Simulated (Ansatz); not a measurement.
The relaxed structure here is a generated cell of ZnSnN2: the first start was made by placing the elements on the sites of a structure type, and the end was not matched to a known phase here, so it may be hypothetical.

The end point of a relaxation of ZnSnN$_{2}$. All values below come from r2SCAN (plane waves to 500 eV, PAW, scalar-relativistic; Ansatz, a first-principles code).

```xyz
4
Lattice="1.5837 0.9143 5.1501 -1.5837 0.9143 5.1501 0.0000 -1.8287 5.1501" Properties=species:S:1:pos:R:3 pbc="T T T"
Sn     0.0000     0.0000     0.0000
Zn     0.0000     0.0000     7.7252
N      0.0000     0.0000     3.9174
N      0.0000     0.0000    11.5330
```

Task: Find the space group and the Wyckoff positions (tolerance 0.01 Å).

Result: Space group R-3m, hexagonal axes (No. 166); a = 3.1674 Å, b = 3.1674 Å, c = 15.4504 Å, α = 90.00°, β = 90.00°, γ = 120.00°

```json
[
 {"atom": "Sn", "site": "3a", "symmetry": "-3m", "x": "0.0000", "y": "0.0000", "z": "0.0000"},
 {"atom": "Zn", "site": "3b", "symmetry": "-3m", "x": "0.0000", "y": "0.0000", "z": "0.5000"},
 {"atom": "N", "site": "6c", "symmetry": "3m", "x": "0.0000", "y": "0.0000", "z": "0.2535"}
]
```

This is the AFLOW prototype ABC2_hR4_166_a_b_c (F5_1, as in NaCrS2).

Task: Give the shortest distances between elements (the closest pairs, up to four, under 3.6 Å).

Result: N–Sn 2.21 Å; N–Zn 2.27 Å; N–N 3.07 Å; Sn–Zn 3.16 Å.

```yaml
volume_per_atom: 11.19 Å³
density: 7.87 g/cm³
band_gap: 1.19 eV, indirect (valence top at 56 % of the way from Γ to S0, conduction bottom at Γ) (no spin-orbit coupling)
smallest_direct_gap: 1.33 eV at F
```

No spin polarisation in the result.

The run could not lose the symmetry of its start, so the end can be a saddle point.
